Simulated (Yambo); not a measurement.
# Optical response of LiNbF6

```xyz
8
Lattice="2.5573 1.4765 4.5570 -2.5573 1.4765 4.5570 0.0000 -2.9529 4.5570" Properties=species:S:1:pos:R:3 pbc="T T T"
Li     0.0000     0.0000     6.8355
F     -1.5986    -0.2278     7.9978
F      1.5986     0.2278     5.6732
F      0.6020     1.4983     7.9978
F     -0.6020    -1.4983     5.6732
F      0.9966    -1.2705     7.9978
F     -0.9966     1.2705     5.6732
Nb     0.0000     0.0000     0.0000
```

Yambo, RPA with local fields on LDA bands shifted by a G0W0 scissor of 4.22 eV; 4×4×4 mesh, 89 bands, 3 Ry local-field block, 0.2 eV broadening; field along x.

```json
[
 {"E (eV)": "0.0", "Im ε": "0.00", "Re ε": "2.03", "Im ε, independent particles": "0.00"},
 {"E (eV)": "0.4", "Im ε": "0.00", "Re ε": "2.03", "Im ε, independent particles": "0.00"},
 {"E (eV)": "0.8", "Im ε": "0.00", "Re ε": "2.03", "Im ε, independent particles": "0.00"},
 {"E (eV)": "1.1", "Im ε": "0.00", "Re ε": "2.03", "Im ε, independent particles": "0.00"},
 {"E (eV)": "1.5", "Im ε": "0.00", "Re ε": "2.04", "Im ε, independent particles": "0.00"},
 {"E (eV)": "1.9", "Im ε": "0.00", "Re ε": "2.04", "Im ε, independent particles": "0.01"},
 {"E (eV)": "2.2", "Im ε": "0.00", "Re ε": "2.05", "Im ε, independent particles": "0.01"},
 {"E (eV)": "2.6", "Im ε": "0.00", "Re ε": "2.06", "Im ε, independent particles": "0.01"},
 {"E (eV)": "3.0", "Im ε": "0.01", "Re ε": "2.07", "Im ε, independent particles": "0.01"},
 {"E (eV)": "3.4", "Im ε": "0.01", "Re ε": "2.08", "Im ε, independent particles": "0.01"},
 {"E (eV)": "3.8", "Im ε": "0.01", "Re ε": "2.09", "Im ε, independent particles": "0.01"},
 {"E (eV)": "4.1", "Im ε": "0.01", "Re ε": "2.10", "Im ε, independent particles": "0.01"},
 {"E (eV)": "4.5", "Im ε": "0.01", "Re ε": "2.12", "Im ε, independent particles": "0.02"},
 {"E (eV)": "4.9", "Im ε": "0.01", "Re ε": "2.14", "Im ε, independent particles": "0.02"},
 {"E (eV)": "5.2", "Im ε": "0.01", "Re ε": "2.16", "Im ε, independent particles": "0.02"},
 {"E (eV)": "5.6", "Im ε": "0.01", "Re ε": "2.18", "Im ε, independent particles": "0.03"},
 {"E (eV)": "6.0", "Im ε": "0.02", "Re ε": "2.21", "Im ε, independent particles": "0.03"},
 {"E (eV)": "6.4", "Im ε": "0.02", "Re ε": "2.24", "Im ε, independent particles": "0.04"},
 {"E (eV)": "6.8", "Im ε": "0.02", "Re ε": "2.28", "Im ε, independent particles": "0.05"},
 {"E (eV)": "7.1", "Im ε": "0.02", "Re ε": "2.32", "Im ε, independent particles": "0.06"},
 {"E (eV)": "7.5", "Im ε": "0.03", "Re ε": "2.37", "Im ε, independent particles": "0.07"},
 {"E (eV)": "7.9", "Im ε": "0.04", "Re ε": "2.43", "Im ε, independent particles": "0.10"},
 {"E (eV)": "8.2", "Im ε": "0.05", "Re ε": "2.51", "Im ε, independent particles": "0.14"},
 {"E (eV)": "8.6", "Im ε": "0.06", "Re ε": "2.61", "Im ε, independent particles": "0.21"},
 {"E (eV)": "9.0", "Im ε": "0.09", "Re ε": "2.74", "Im ε, independent particles": "0.38"},
 {"E (eV)": "9.4", "Im ε": "0.17", "Re ε": "2.95", "Im ε, independent particles": "0.90"},
 {"E (eV)": "9.8", "Im ε": "0.46", "Re ε": "3.19", "Im ε, independent particles": "3.42"},
 {"E (eV)": "10.1", "Im ε": "0.78", "Re ε": "3.11", "Im ε, independent particles": "5.56"},
 {"E (eV)": "10.5", "Im ε": "1.10", "Re ε": "3.17", "Im ε, independent particles": "3.91"},
 {"E (eV)": "10.9", "Im ε": "1.37", "Re ε": "2.81", "Im ε, independent particles": "2.13"},
 {"E (eV)": "11.2", "Im ε": "1.59", "Re ε": "2.85", "Im ε, independent particles": "1.26"},
 {"E (eV)": "11.6", "Im ε": "2.52", "Re ε": "1.71", "Im ε, independent particles": "0.57"},
 {"E (eV)": "12.0", "Im ε": "0.89", "Re ε": "1.24", "Im ε, independent particles": "0.36"},
 {"E (eV)": "12.4", "Im ε": "0.42", "Re ε": "1.70", "Im ε, independent particles": "0.29"},
 {"E (eV)": "12.8", "Im ε": "0.28", "Re ε": "2.19", "Im ε, independent particles": "0.31"},
 {"E (eV)": "13.1", "Im ε": "0.37", "Re ε": "2.64", "Im ε, independent particles": "0.51"},
 {"E (eV)": "13.5", "Im ε": "0.64", "Re ε": "3.16", "Im ε, independent particles": "1.11"},
 {"E (eV)": "13.9", "Im ε": "1.39", "Re ε": "3.14", "Im ε, independent particles": "2.62"},
 {"E (eV)": "14.2", "Im ε": "1.72", "Re ε": "3.05", "Im ε, independent particles": "3.56"},
 {"E (eV)": "14.6", "Im ε": "1.94", "Re ε": "3.06", "Im ε, independent particles": "3.77"},
 {"E (eV)": "15.0", "Im ε": "2.55", "Re ε": "2.85", "Im ε, independent particles": "3.45"},
 {"E (eV)": "15.4", "Im ε": "3.05", "Re ε": "2.65", "Im ε, independent particles": "2.47"},
 {"E (eV)": "15.8", "Im ε": "4.22", "Re ε": "1.16", "Im ε, independent particles": "1.34"},
 {"E (eV)": "16.1", "Im ε": "2.63", "Re ε": "-0.12", "Im ε, independent particles": "0.87"},
 {"E (eV)": "16.5", "Im ε": "1.83", "Re ε": "0.30", "Im ε, independent particles": "0.76"},
 {"E (eV)": "16.9", "Im ε": "1.61", "Re ε": "0.26", "Im ε, independent particles": "0.78"},
 {"E (eV)": "17.2", "Im ε": "1.18", "Re ε": "0.21", "Im ε, independent particles": "0.71"},
 {"E (eV)": "17.6", "Im ε": "0.89", "Re ε": "0.68", "Im ε, independent particles": "0.69"},
 {"E (eV)": "18.0", "Im ε": "1.11", "Re ε": "0.85", "Im ε, independent particles": "0.89"},
 {"E (eV)": "18.4", "Im ε": "1.16", "Re ε": "0.87", "Im ε, independent particles": "0.96"},
 {"E (eV)": "18.8", "Im ε": "1.06", "Re ε": "0.71", "Im ε, independent particles": "0.91"},
 {"E (eV)": "19.1", "Im ε": "0.94", "Re ε": "0.77", "Im ε, independent particles": "0.82"},
 {"E (eV)": "19.5", "Im ε": "0.90", "Re ε": "0.75", "Im ε, independent particles": "0.81"},
 {"E (eV)": "19.9", "Im ε": "0.78", "Re ε": "0.82", "Im ε, independent particles": "0.83"}
]
```

Peak heights and small wiggles depend on the k mesh. Convergence of the RPA response with its 4×4×4 mesh was not tested. The scissor comes from a G0W0 run whose convergence isn't established. No excitonic effects at this level.

Spin-orbit coupling is not included.

Geometry of the Materials Project entry, not relaxed at this level.

The structure is a Materials Project entry; no match was found in the copy of COD used, and its stability was not checked.
